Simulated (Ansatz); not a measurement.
The cell below belongs to a search over invented structures; it isn't taken from experiment.

Input and command of a plane-wave DFT calculation in Ansatz:

```yaml
crystal:
  lattice:
    - [4.04562038, 0.0, 0.0]
    - [0.0, 4.04562038, 0.0]
    - [0.0, 0.0, 5.72498424]
  atoms:
    - { symbol: Dy, position: [0.5, 0.5, 0.5] }
    - { symbol: Zr, position: [0.0, 0.0, 0.5] }
    - { symbol: Zr, position: [0.5, 0.5, 0.0] }
    - { symbol: Se, position: [0.0, 0.0, 0.0] }
basis:
  ecutwfc: 630
kpoints:
  mp_grid: { grid: [12, 12, 8] }
hamiltonian:
  xc: pbe
  pseudopotentials:
    kind: paw
    azcp: { Dy: "pseudopotentials/pbe/nc/lanthanide_3plus/Dy.nc.azcp" }
scf:
  occupations: { method: gaussian, width: 0.1 }
output:
  forces: true
  stress: true
  eigenvalues: true
  write_density: true
  write_potential: true
  elf: true
  volumetric_format: npy
relax:
  adjacent_minimum: "off"
  f_tol: 0.01
  max_steps: 80
  cell: { stress_tol: 0.05 }
```

```bash
ansatz run input.yaml --threads 1 --pin off --max-ram 2560MiB --backend cpu --events-out ev --progress --plain --runs-dir out
```

Processor: Intel(R) Xeon(R) Platinum 8259CL CPU @ 2.50GHz (Skylake/Cascade Lake), 1 thread, on a host shared with other jobs.

Task: How long does it run, and how much memory does it take?

Result: About 11 min, peak memory 0.85 GiB. It solves 31 bands at 140 k points (after reduction by symmetry) with about 3533 plane waves (on the last cell), in 71 SCF iterations over 10 ionic steps.

With its 4f electrons in the core of a norm-conserving potential, the lanthanide is trivalent by construction, without f bands, f moments or other valences.
